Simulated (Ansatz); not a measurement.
Suppose Ti2CuB2 takes space group R-3m (No. 166), with Ti on 6c; Cu on 3a; B on 6c.

Level of theory: DFT PBE, scalar-relativistic, plane waves, PAW in Ansatz 0.2.0. Cutoff 420 eV, Γ-centred mesh, Gaussian smearing, no spin polarisation.

Formation energies are uncorrected and refer to the elements' standard structures at the same level.

Task: Which cell and coordinates does it relax to?

Result:

Space group R-3m:H (No. 166). a = 4.048 Å, b = 4.048 Å, c = 11.786 Å, α = 90.00°, β = 90.00°, γ = 120.00°
| atom | site | symmetry | x | y | z |
| --- | --- | --- | --- | --- | --- |
| Ti | 6c | 3m | 0.0000 | 0.0000 | 0.7603 |
| Cu | 3a | -3m | 0.0000 | 0.0000 | 0.0000 |
| B | 6c | 3m | 0.6667 | 0.3333 | 0.9035 |

Ti is surrounded by 4 B at 2.24–2.34 Å, 3 Cu at 2.58 Å, 1 Cu at 2.83 Å, 3 B at 2.88 Å and 3 Ti at 2.90 Å; Cu has 6 Ti at 2.58 Å, 6 B at 2.60 Å and 2 Ti at 2.83 Å; B is surrounded by 1 B at 1.65 Å, 4 Ti at 2.24–2.34 Å, 3 Cu at 2.60 Å and 3 Ti at 2.88 Å. Another local minimum with the same sites may exist.

Task: And its energy and gap?

Result: The energy over the elements is −0.18 eV/atom and the gap on the 12×12×12 mesh of the 5-atom cell is 0 eV (a metal). A negative formation energy is needed for stability but isn't enough: competing phases decide.

The last run used Gaussian smearing of 0.10 eV. A structure relaxed within its symmetry needn't be a true minimum.
